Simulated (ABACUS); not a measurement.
## Worked estimates from a calculation on Au (Cmcm, 2 atoms in the cell; from Materials Project mp-1008634, lattice scaled a little)

```yaml
crystal:
  lattice:
    - [1.39155, -2.52015, 0.00000]
    - [1.39155, 2.52015, 0.00000]
    - [0.00000, 0.00000, 4.82467]
  atoms:
    - { symbol: Au, position: [0.66533, 0.33467, 0.25000] }
    - { symbol: Au, position: [0.33467, 0.66533, 0.75000] }
```

Method: LDA (PW92), numerical atomic orbitals TZDP (confined pseudo-atomic orbitals with Gaussian additions; energy shift 0.01 Ry), PseudoDojo 0.4 standard norm-conserving LDA (tails mended) pseudopotentials (ABACUS).

Main settings: basis = TZDP numerical atomic orbitals, energy shift 0.01 Ry; KPT = Gamma 13 13 7 0 0 0; basis_type = lcao; dft_functional = PWLDA; ecutwfc = 100 Ry; smearing_method = mp; smearing_sigma = 0.0199916 Ry; potentials = PseudoDojo 0.4 standard norm-conserving LDA (tails mended).

The atom-centred basis is finite, which shifts total energies and pressures against plane waves. The structure comes from a collection of computed structures, made at another level of theory; the collection holds predicted forms beside known ones. Its lattice was then scaled.

The cell was also run at V = 33.501 Å³ (F = -8030.08593 eV, P = -1.90 GPa) and V = 34.178 Å³ (F = -8030.07056 eV, P = -5.30 GPa), scaled uniformly; the base has V = 33.839 Å³, P = -3.67 GPa and F₀ = -8030.08008 eV.

### Question
Check the pressure against the energies, and estimate the bulk modulus and the volume of zero pressure.

### Answer
P = −dF/dV ≈ −(0.01537 eV)/(0.677 Å³) = -0.02270 eV/Å³; times 160.218 GPa per eV/Å³ this is -3.64 GPa, against -3.67 GPa from the stress tensor. B = −V dP/dV ≈ −33.839 × (-3.40 GPa)/(0.677 Å³) = 170 GPa at this volume. The curvature of the energies, B = V (F₊ + F₋ − 2F₀)/(ΔV/2)², gives 174 GPa. To first order the pressure vanishes at V0 ≈ V(1 + P/B) = 33.11 Å³, so all lengths change by about -0.73 %. Shape and fractional positions were held, which usually makes B too large where they are free.

The atomic orbitals were generated for these runs; they are not ABACUS's published sets and were checked against plane waves on a few crystals only.

“Tails mended”: in these copies of the files the far tail of each local potential was reset to the Coulomb form.
